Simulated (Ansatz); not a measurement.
## Ca: what symmetry allows forces and stress to be

```
Ca
1.0
     3.41490   -3.86130    0.00000
     3.41490    3.86130    0.00000
     0.00000    0.00000    7.70989
Ca
4
Direct
  0.16370 0.83630 0.18819
  0.83630 0.16370 0.81181
  0.33630 0.66370 0.68819
  0.66370 0.33630 0.31181
```

All numbers below come from DFT PBEsol, scalar-relativistic, plane waves, PAW in Ansatz 0.2.0.

Plane waves to 420 eV, a k mesh through Γ of 8×8×6 on the computed 4-atom cell and Gaussian smearing (0.10 eV); no spin polarisation.

This distorted cell has space group Cmce, with 8 operations.

Problem. Without a calculation: in which directions can each atom feel a force?

Solution. A force must be left unchanged by every operation that keeps its atom in place, so it lies in the space that those operations leave fixed. Atoms that the group maps onto each other feel forces of one size.
```json
{"atom": "Ca1", "site symmetry": "m..", "operations at the site": "2", "equivalent to atom": "1", "allowed force (Cartesian)": "in the plane normal to (1.00, 0.00, 0.00)"}
{"atom": "Ca2", "site symmetry": "m..", "operations at the site": "2", "equivalent to atom": "1", "allowed force (Cartesian)": "in the plane normal to (1.00, 0.00, 0.00)"}
{"atom": "Ca3", "site symmetry": "m..", "operations at the site": "2", "equivalent to atom": "1", "allowed force (Cartesian)": "in the plane normal to (1.00, 0.00, 0.00)"}
{"atom": "Ca4", "site symmetry": "m..", "operations at the site": "2", "equivalent to atom": "1", "allowed force (Cartesian)": "in the plane normal to (1.00, 0.00, 0.00)"}
```

That leaves 2 independent force components of 12. A relaxation in this cell that keeps the symmetry moves the atoms in these directions alone.

Problem. And the stress tensor?

Solution. It must be invariant under the point group, which leaves 3 independent components: yz, xz, xy vanish.

Problem. Do the computed values obey this?

Solution. Yes. Forces (eV/Å):
```
Ca1  0.000 -0.091 -0.241
Ca2  0.000  0.091  0.241
Ca3  0.000  0.091 -0.241
Ca4  0.000 -0.091  0.241
```

Stress (GPa, compression positive, xx yy zz yz xz xy): 0.32 -2.94 -2.64 0.00 0.00 0.00. The program imposes the same operations on density, forces and stress, so this confirms the analysis and is no independent test of the calculation.

This form isn't the element's structure at ambient conditions.